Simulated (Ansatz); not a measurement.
Ir: an elastic constant from a strain scan

Theory: DFT r2SCAN, scalar-relativistic, plane waves, PAW (Ansatz). Settings: plane waves to 500 eV, k-mesh 26×26×26 (Γ-centred), Gaussian smearing 0.15 eV. Spin–orbit coupling is left out, which can shift energies with elements as heavy as these. No spin polarisation. Energies are free energies at this smearing, counted from the undisturbed cell; pressure is positive in compression.

The starting cell (relaxed at this level):

```yaml
crystal:
  lattice:
    - [0.00000, 1.92211, 1.92211]
    - [1.92211, 0.00000, 1.92211]
    - [1.92211, 1.92211, 0.00000]
  atoms:
    - { symbol: Ir, position: [0.00000, 0.00000, 0.00000] }
```

The cell is strained by ε times the Voigt pattern (0, 0, 1, 0, 0, 0) (xx, yy, zz, yz, xz, xy; engineering shear) with fractional coordinates fixed. The cell holds 1 atom in V0 = 14.20 Å³. The stress column is τ = (1/V0) dE/dε, got from the stress tensor σ (compression positive) at each point as −det(1 + εP) σ : P(1 + εP)⁻¹, with P the pattern as a tensor.

| ε | ΔE (meV/atom) | τ (GPa) |
| --- | --- | --- |
| -0.1000 | 346.842 | -85.911 |
| -0.0750 | 185.745 | -59.995 |
| -0.0500 | 78.590 | -37.210 |
| -0.0250 | 18.708 | -17.291 |
| 0.0000 | 0.000 | -0.024 |
| 0.0250 | 16.698 | 14.664 |
| 0.0500 | 63.157 | 26.882 |
| 0.0750 | 134.260 | 36.941 |
| 0.0875 | 177.592 | 41.188 |
| 0.1000 | ? | ? |

Which combination of elastic constants does this scan measure, and how large is it?

For small ε, τ = τ0 + Kε with K = pᵀCp, which for this pattern is C11 in the cubic axes. The parabola through τ at ε = -0.0250, 0 and 0.0250 has slope K = 639 GPa at zero. The energies per cell, E = NΔE, of the same two points give K = 2[E(ε₊)/ε₊ − E(ε₋)/ε₋]/[(ε₊ − ε₋)V0] = 639 GPa, in agreement.

Predict the withheld row at ε = 0.1000 from the harmonic law, and compare.

ΔE = V0(τ0 ε + Kε²/2)/N = 283.058 meV/atom and τ = 63.89 GPa. The calculation gives 225.348 meV/atom and 44.93 GPa: the energy lies 20 % below the harmonic value, as bonds soften when stretched.

In a metal these slopes depend on the k mesh and the smearing.

Cost: 10 runs of about 5 core-minutes in all, on Arm Neoverse V1 (shared hosts).